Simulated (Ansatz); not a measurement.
The start is a randomly generated symmetric cell of Ti3Al (space group No. 108). Cell shape, volume and atoms are optimised at zero target pressure with r2SCAN (plane waves to 500 eV, PAW, scalar-relativistic; Ansatz, a quantum-chemistry and plane-wave program). The first steps use a coarse 7×7×7 k-mesh.

Input geometry:
```
Ti3Al
1.0
   -3.38292     3.38292     3.23621
    3.38292    -3.38292     3.23621
    3.38292     3.38292    -3.23621
Al Ti
2 6
Cartesian
  0.00000   0.00000   1.22644
  0.00000   0.00000   4.46265
  3.38292   0.00000   0.09375
  0.00000   3.38292   0.09375
 -1.33976   2.04316   2.87891
  4.72267   1.33976  -0.35730
  1.33976   2.04316  -0.35730
  2.04316   1.33976   2.87891
```

Energy released: 0.93 eV/atom
Shortest distances (start → end): The closest pairs of elements (up to four, under 3.6 Å), start → end: Ti–Ti 1.95 → 2.79 Å; Al–Ti 2.91 → 2.79 Å; Al–Al 3.24 → 3.04 Å
Band gap at the end: no gap (metallic)
Optimiser moves: 12

Relaxed structure:

```cif
data_AlTi3
_chemical_formula_sum 'Al1 Ti3'
_space_group_name_H-M_alt 'P4/mmm'
_space_group_IT_number 123
_space_group_name_Hall '-P 4 2'
_cell_length_a 4.68657
_cell_length_b 4.68657
_cell_length_c 3.03623
_cell_angle_alpha 90.000
_cell_angle_beta 90.000
_cell_angle_gamma 90.000
loop_
_atom_site_label
_atom_site_type_symbol
_atom_site_symmetry_multiplicity
_atom_site_Wyckoff_symbol
_atom_site_fract_x
_atom_site_fract_y
_atom_site_fract_z
_atom_site_occupancy
Al1 Al 1 b 0.00000 0.00000 0.50000 1
Ti1 Ti 1 d 0.50000 0.50000 0.50000 1
Ti2 Ti 2 f 0.00000 0.50000 0.00000 1
```

Final values are on a 10×10×15 k-mesh of the relaxed cell. The start holds a very short contact (Ti–Ti 1.95 Å). No spin polarisation in the result.

The run could not lose the symmetry of its start: the end is stationary, and may be a saddle point rather than a minimum.

The relaxed structure here is a generated cell of Ti3Al: the first start was made by a random draw of sites in a space group, and the end was not matched to a known phase here, so it may be hypothetical. Known forms of Ti3Al include space group No. 194.
